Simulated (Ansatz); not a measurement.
# Trial structures of Zr2Zn2N3: starts and ends

Method: DFT PBE, scalar-relativistic, plane waves, PAW (Ansatz 0.2.0). Settings: cutoff 420 eV, Γ-centred meshes spaced at most about 0.3 Å⁻¹, and about 0.25 Å⁻¹ or finer for metals (2π included), Gaussian smearing. No spin polarisation in the final relaxations.

Each guess was relaxed in cell and atoms at zero pressure, within the symmetry of its start. All energies are static (0 K, no zero-point motion). Coordination counts N atoms around Zn and Zr (those within 1.25 times the shortest such distance or 1.15 times the sum of covalent radii; a plus sign parts nearer from farther groups; the shortest distance is added where it is long for a bond).

| guess | made from | start group | V start (Å³/atom) | end group | V end (Å³/atom) | coordination at the end | gap on mesh (eV) | E over the lowest end (meV/atom) |
| --- | --- | --- | --- | --- | --- | --- | --- | --- |
| 1 | random cell | Immm | 15.7 | I4/mmm | 13.2 | Zr 5, Zn 4 | 0 | 158 |
| 2 | random cell | R-3m | 13.6 | R-3m | 12.3 | Zr 6, Zn 3 | 0 | 786 |
| 3 | random cell | P4mm | 14.3 | ? | ? | ? | ? | ? |
| 4 | a Materials Project cell | P-3m1 | 13.2 | P-3m1 | 12.9 | Zr 6, Zn 3 from 2.4 Å | 0 | 0 |

Guess 3 as it starts:

```cif
data_structure
_symmetry_space_group_name_H-M 'P 1'
_symmetry_Int_Tables_number 1
_cell_length_a 3.8804
_cell_length_b 3.8804
_cell_length_c 6.6622
_cell_angle_alpha 90.000
_cell_angle_beta 90.000
_cell_angle_gamma 90.000
_cell_volume 100.32
loop_
_atom_site_label
_atom_site_type_symbol
_atom_site_fract_x
_atom_site_fract_y
_atom_site_fract_z
_atom_site_occupancy
Zr1 Zr 0.00000 0.50000 0.75173 1
Zr2 Zr 0.50000 0.00000 0.75173 1
Zn1 Zn 0.00000 0.50000 0.24997 1
Zn2 Zn 0.50000 0.00000 0.24997 1
N1 N 0.50000 0.50000 0.30592 1
N2 N 0.50000 0.50000 0.54799 1
N3 N 0.00000 0.00000 0.85041 1
```

**Question.** Fill in the missing row: what does this guess relax into, and where does it rank?

**Answer.** It ends in space group P4mm (No. 99), with a = 4.350 Å, c = 6.072 Å, 16.4 Å³/atom and no gap. It lies 0.43 eV/atom over the lowest end, above guess 1 and below guess 2. Counting N atoms around Zn and Zr, this end has Zr 6, Zn 4+4 from 3.1 Å and the lowest (guess 4) has Zr 6, Zn 3 from 2.4 Å. This end holds N–N pairs (shortest 1.48 Å); in the lowest (guess 4) the shortest N–N distance is 3.18 Å.

Space group P4mm (No. 99). a = 4.350 Å, b = 4.350 Å, c = 6.072 Å, α = 90.00°, β = 90.00°, γ = 90.00°
| atom | site | symmetry | x | y | z |
| --- | --- | --- | --- | --- | --- |
| Zr | 2c | 2mm. | 0.0000 | 0.5000 | 0.6853 |
| Zn | 2c | 2mm. | 0.0000 | 0.5000 | 0.1743 |
| N | 1b | 4mm | 0.5000 | 0.5000 | 0.5310 |
| N | 1b | 4mm | 0.5000 | 0.5000 | 0.7742 |
| N | 1a | 4mm | 0.0000 | 0.0000 | 0.6834 |

Energies over the elements count from the elements' standard structures at the same level (N₂ as a molecule), with no fitted energy shifts.

**Question.** Is the lowest end bound against the elements?

**Answer.** Yes: its formation energy is −0.81 eV/atom. It lies below the elements, which doesn't yet make it stable against other compounds or structures.

Cells relaxed within their symmetry can be saddle points. Some structure types and database cells were kept out of the candidates from the start, so a known form may be missing.
